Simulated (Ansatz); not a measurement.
ZnSe:
```xyz
8
Lattice="6.5087 0.0000 0.0000 0.0000 4.1234 0.0000 0.0000 0.0000 6.9250" Properties=species:S:1:pos:R:3 pbc="T T T"
Zn     0.9159     1.0309     6.1579
Zn     2.3385     3.0926     2.6953
Zn     5.5929     3.0926     0.7672
Zn     4.1703     1.0309     4.2297
Se     4.9397     1.0309     6.5183
Se     4.8234     3.0926     3.0558
Se     1.5691     3.0926     0.4067
Se     1.6853     1.0309     3.8692
```

Relaxed with r²SCAN+D4.

Give the Bader charges and basin volumes of the independent atoms, the program Ansatz at the r²SCAN+D4 level (PAW).



```json
[
 {"atom": "Zn1", "Bader charge (e)": "+0.85", "Bader volume (Å³)": "14.4"},
 {"atom": "Se5", "Bader charge (e)": "-0.85", "Bader volume (Å³)": "32.1"}
]
```

Space group Pnma. The start of the workflow was typed in or built on a structure type; neither database checked (COD, Materials Project) lists it. It is not the phase usual at ambient conditions (space group No. 216). The cell was relaxed with r²SCAN+D4 under the symmetry of its start; its stability against distortions is not shown here.

Potentials: the later of the program's two PAW sets.
